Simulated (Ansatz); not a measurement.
# Na₂Sb: a bulk modulus from differences

It was reached by relaxing an invented guess, and it needn't be the stable form of this composition.

These are results of DFT PBE, scalar-relativistic, plane waves, PAW in Ansatz 0.2.0, not measurements. Settings of the last relaxation (3-atom cell): 420 eV, 10×10×14 k points, Gaussian smearing of 0.10 eV, no spin polarisation.

```
Na Sb
1.0
     5.41147    0.00000    0.00000
     0.00000    5.41147    0.00000
     0.00000    0.00000    3.45691
Na Sb
2 1
Direct
  0.50000 0.00000 0.50000
  0.00000 0.50000 0.50000
  0.00000 0.00000 0.00000
```

The cell was set to several volumes, with shape and atoms relaxed at each where symmetry leaves them free. Pressure is positive in compression, and energies count from the lowest row. No row has a gap on its mesh.

```tsv
row	V (Å³/atom)	P (GPa)	ΔE (meV/atom)
1	29.695	3.13	35.0
2	30.707	2.15	18.5
3	31.719	?	?
4	32.732	0.61	1.8
5	33.744	-0.01	0.0
6	34.756	-0.53	1.8
7	35.769	-0.97	6.7
8	37.118	-1.47	17.1
```

Problem. Find B = −V·ΔP/ΔV from rows 4 and 6 and from rows 1 and 2, and from the two its slope B′ and its value B0 at zero pressure.

Solution. Rows 4 and 6 give −(32.732 + 34.756)/2 × (-0.53 − (0.61))/(34.756 − 32.732) = 19.0 GPa at a mean pressure of 0.04 GPa. Rows 1 and 2 give −(29.695 + 30.707)/2 × (2.15 − (3.13))/(30.707 − 29.695) = 29.2 GPa at a mean pressure of 2.64 GPa. So B′ = (29.2 − 19.0)/(2.64 − (0.04)) = 3.92 and B0 = 19.0 − 3.92 × (0.04) = 18.8 GPa. A third-order Birch–Murnaghan fit to all the energies gives B0 = 18.8 GPa and B′ = 4.2.

Problem. Estimate the pressure and energy of row 3.

Solution. From row 5, V0 = 33.744 × (1 + (-0.01)/18.8) = 33.726 Å³/atom. Murnaghan's form P = (B0/B′)·[(V0/V)^B′ − 1] gives (18.8/3.92) × [(33.726/31.719)^3.92 − 1] = 1.30 GPa; the computed pressure is 1.32 GPa, so the estimate is off by -0.02 GPa. The work of compression from row 4, with the mean of the two pressures, gives ΔE = 1.8 + (1.30 + 0.61)/2 × (32.732 − 31.719)/160.2 × 1000 = 7.8 meV/atom (1 eV/Å³ = 160.2 GPa); the computed value is 7.7 meV/atom.

Spin–orbit coupling, which can matter for Sb, is left out. All volumes keep the k mesh of the relaxed cell. A structure relaxed within its symmetry needn't be a true minimum.
